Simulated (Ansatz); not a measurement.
Here is an unrelaxed guess for CaAl4O.

```xyz
6
Lattice="2.6204 -4.4072 0.0000 2.6204 4.4072 0.0000 0.0000 0.0000 4.2136" Properties=species:S:1:pos:R:3 pbc="T T T"
Ca    0.0000    0.0000    0.0000
Al    2.6204   -1.4851    0.0000
Al    2.6204    1.4851    0.0000
Al    1.3102   -2.2036    2.1068
Al    1.3102    2.2036    2.1068
O     2.6204    0.0000    2.1068
```

These are results of Ansatz 0.2.0, DFT PBE, scalar-relativistic, plane waves, PAW, not measurements. Cutoff 420 eV; k points 4×4×4 on the computed 6-atom cell (Γ-centred); Gaussian smearing, width 0.10 eV; no spin polarisation.

The zero of energy is the elements' standard structures at the same level (O₂ as a molecule); no fitted shifts are applied.

Question: What does a single point on this coarse mesh give?

Answer: The pressure is 10.2 GPa (the mean over three directions, positive in compression), the largest force is 0.87 eV/Å, and the energy is −0.06 eV/atom against the elements. The shortest distance is 2.56 Å.

Question: How much does it gain on relaxing, and where does it end?

Answer: Relaxing gains about 0.13 eV/atom (the start's value is from the coarse mesh, so the gain is rough) in 14 ionic steps and ends at −0.19 eV/atom on the finer mesh. The symmetry stays Cmmm (No. 65). The volume per atom grows by 10.1 %, from 16.2 to 17.9 Å³. The shortest distance goes from 2.56 Å (Al–O) to 2.49 Å (Al–O). Conventional cell: a = 5.558 Å, b = 8.266 Å, c = 4.664 Å. Around Ca lie 2 Al at 2.85 Å and 4 Al at 3.06 Å; around Al on a site of symmetry m2m lie 1 Al at 2.56 Å, 2 O at 2.66 Å, 4 Al at 2.83 Å, 1 Ca at 2.85 Å, 2 Ca at 3.06 Å and 2 Al at 3.19 Å; O is surrounded by 4 Al at 2.49 Å and 4 Al at 2.66 Å; 1 more site not described.

The last run used an 8×8×8 mesh for its 6-atom cell and Gaussian smearing of 0.10 eV. The relaxation can't lower the symmetry of the start. A structure relaxed within its symmetry needn't be a true minimum. Another cell of CaAl4O relaxed alike, in Pm, lies 0.61 eV/atom lower, so this cell isn't the stable form at this level.
